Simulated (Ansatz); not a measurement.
The cell is an ordered 8-atom cell of In₃GaP₄ on the zincblende lattice (P-4m2); cell and atoms were relaxed with r2SCAN. Space group P-4m2 (No. 115), tetragonal; a = 4.089 Å, c = 11.633 Å in the conventional setting, 24.32 Å³ an atom. Around Ga lie 4 P at 2.41 Å; around P lie 2 Ga at 2.41 Å and 2 In at 2.55 Å; around In lie 4 P at 2.54–2.55 Å; around P lie 4 In at 2.54 Å; around In lie 4 P at 2.54 Å.

```
Ga P In
1.0
     4.08932    0.00000    0.00000
     0.00000    4.08932    0.00000
     0.00000    0.00000   11.63251
Ga P In
1 4 3
Direct
  0.00000 0.00000 0.00000
  0.00000 0.50000 0.11009
  0.50000 0.00000 0.37029
  0.00000 0.50000 0.62971
  0.50000 0.00000 0.88991
  0.50000 0.50000 0.24066
  0.00000 0.00000 0.50000
  0.50000 0.50000 0.75934
```

4 runs of the plane-wave code Ansatz on this cell differ in the functional (and in the settings that go with it). Levels are in eV from each run's valence top; v1 is the last filled band, c1 the first empty one.

Run A, mean stress 0.0 GPa (compression positive):
```tsv
point	v5	v3	v1	c1	c2	c3
Γ	-1.40	-0.10	0.00	1.54	2.32	2.59
X	-1.11	-1.01	-0.92	1.97	2.33	3.55
M	-3.23	-2.59	-2.50	2.34	2.34	2.77
```

Run B, mean stress 0.0 GPa (compression positive):
```tsv
point	v5	v3	v1	c1	c2	c3
Γ	-1.33	-0.11	0.00	1.16	1.93	2.11
X	-1.07	-0.96	-0.87	1.53	1.92	3.04
M	-3.09	-2.48	-2.38	1.97	1.97	2.31
```

Run C, mean stress +1.8 GPa (compression positive):
```tsv
point	v5	v3	v1	c1	c2	c3
Γ	-1.29	-0.12	0.00	0.72	1.69	1.84
X	-1.03	-0.93	-0.83	1.21	1.56	2.70
M	-2.99	-2.38	-2.29	1.73	1.73	2.04
```

Run D, mean stress -0.2 GPa (compression positive):
```tsv
point	v5	v3	v1	c1	c2	c3
Γ	-1.43	-0.08	0.00	2.17	2.99	3.26
X	-1.12	-1.04	-0.94	2.63	2.99	4.24
M	-3.29	-2.63	-2.53	2.99	2.99	3.44
```

**Question.** Match the runs to PBE, r2SCAN, HSE06, PBE0.

**Answer.** A is HSE06, B is r2SCAN, C is PBE, D is PBE0. In order of the gap: PBE 0.72, r2SCAN 1.16, HSE06 1.54, PBE0 2.17 eV.

The calculation is spin-unpolarised, and the structure need not be a phase that has been made.

No spin-orbit coupling is included; it can move band edges with weight on the heavy atoms by tenths of an eV.

The program warns that its thresholds are loose for a hybrid's stress.

The meshes of the hybrids are coarse, so their gaps aren't converged to the digits shown.
